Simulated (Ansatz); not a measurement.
# Al: an elastic constant from a strain scan

Level of theory: Ansatz, DFT r2SCAN, scalar-relativistic, plane waves, PAW. Settings: plane waves to 500 eV, k-mesh 20×20×20 (Γ-centred), Gaussian smearing 0.15 eV. No spin polarisation. Energies are free energies at this smearing, counted from the undisturbed cell; pressure is positive in compression.

Zero of the scan (as given, not relaxed at this level; it stands at 0.5 GPa; this bcc form isn't the usual structure):

```
Al
1.0
    -1.59122    1.59122    1.59122
     1.59122   -1.59122    1.59122
     1.59122    1.59122   -1.59122
Al
1
Direct
  0.00000 0.00000 0.00000
```

The cell is strained by ε times the Voigt pattern (1, 1, 0, 0, 0, 0) (xx, yy, zz, yz, xz, xy; engineering shear) with fractional coordinates fixed. The cell holds 1 atom in V0 = 16.12 Å³. The stress column is τ = (1/V0) dE/dε, got from the stress tensor σ (compression positive) at each point as −det(1 + εP) σ : P(1 + εP)⁻¹, with P the pattern as a tensor.

```
      ε  ΔE (meV/atom)  τ (GPa)
-0.0400         30.134  -15.033
-0.0300         17.106  -10.926
-0.0200          8.019   -7.215
-0.0100          2.445   -3.933
 0.0000          0.000   -0.963
 0.0100          0.468    1.885
 0.0200          3.768    4.660
 0.0300          9.813    7.341
 0.0350         13.825    8.600
 0.0400              ?        ?
```

Question: Which combination of elastic constants does this scan measure, and how large is it?

Answer: For small ε, τ = τ0 + Kε with K = pᵀCp, which for this pattern is 2(C11 + C12) in the cubic axes. The parabola through τ at ε = -0.0100, 0 and 0.0100 has slope K = 291 GPa at zero. The energies per cell, E = NΔE, of the same two points give K = 2[E(ε₊)/ε₊ − E(ε₋)/ε₋]/[(ε₊ − ε₋)V0] = 290 GPa, in agreement.

Question: Predict the withheld row at ε = 0.0400 from the harmonic law, and compare.

Answer: ΔE = V0(τ0 ε + Kε²/2)/N = 19.539 meV/atom and τ = 10.68 GPa. The calculation gives 18.448 meV/atom and 9.77 GPa: the energy lies 6 % below the harmonic value, as bonds soften when stretched.

In a metal these slopes depend on the k mesh and the smearing.